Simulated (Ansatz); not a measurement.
**Question.** TaN (rock salt, Fm-3m) is relaxed with the program Ansatz at the LDA level (PAW). What lattice parameters of the conventional cell result?

**Answer.** a = 4.348 Å.

**Question.** Is it a metal or does it have a gap at this level?

**Answer.** No gap at this level.

Symmetry was held in the LDA relaxation; of distortions, only those at the zone centre were tested. The run is not spin-polarised. Spin–orbit coupling is left out wherever it is not named.

Potentials: the later of the program's two PAW sets.
